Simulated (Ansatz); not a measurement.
Given:

Sr (bcc (W type), Im-3m), a = b = c = 4.810 Å, α = β = γ = 90.00°; the cell used has 1 atom.

This is the r²SCAN-relaxed structure.

Task: All from r²SCAN (plane waves, PAW; program Ansatz), unless another level is named. Predict the density of states at the Fermi level.

Result: 1.0 states/eV per atom (mean over ±0.08 eV).

Task: And the gap with spin–orbit coupling?

Result: none (metallic).

This is a known high-temperature phase of the composition, computed here at zero pressure and temperature. Symmetry was held in the r²SCAN relaxation; whether a distortion lowers the energy is not shown. Scalar-relativistic: spin–orbit coupling is off unless named, which matters more the heavier the elements.

Potentials: the later of the program's two PAW sets.
